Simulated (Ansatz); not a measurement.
**Te, dhcp: geometry optimisation**

All numbers below come from DFT, BLYP, plane waves (420 eV) with PAW, scalar-relativistic (Ansatz 0.2.0). (PAW data from PBE, frozen cores regenerated.)

k-point mesh 11×11×3, Fermi-Dirac smearing 0.1 eV, no spin polarisation. Cell and atoms relax.

Starting structure:

```yaml
crystal:
  lattice:
    - [3.4420649897, 0.0, 0.0]
    - [-1.7210324948, 2.9809157225, 0.0]
    - [0.0, 0.0, 11.2417842562]
  atoms:
    - { symbol: Te, position: [0.0, 0.0, 0.0] }
    - { symbol: Te, position: [0.0, 0.0, 0.5] }
    - { symbol: Te, position: [0.3333333333, 0.6666666667, 0.25] }
    - { symbol: Te, position: [0.6666666667, 0.3333333333, 0.75] }
hamiltonian:
  xc: blyp
  pseudopotentials:
    kind: paw
    azcp:
      Te: "pseudopotentials/Te.paw.azcp"
basis:
  ecutwfc: 420
  fft_grid_basis: typed
kpoints:
  mp_grid: { grid: [11, 11, 3], shift: [0, 0, 0] }
magnetization:
  spin_polarized: false
scf:
  occupations: { method: fermi_dirac, width: 0.1 }
relax:
  max_steps: 60
  f_tol: 0.01
  cell: {}
```

Question: The pressure at the start is 5.0 GPa. By how much does the volume change?

Answer: From 28.84 to 36.07 Å³ per atom, 25.1 %. The final cell has a = 4.476 Å, c = 8.315 Å (c/a = 1.858).

The cell has left the dhcp structure type; it ends in P6_3/mmc.

Question: How much energy does the relaxation gain?

Answer: 431.7 meV per atom.
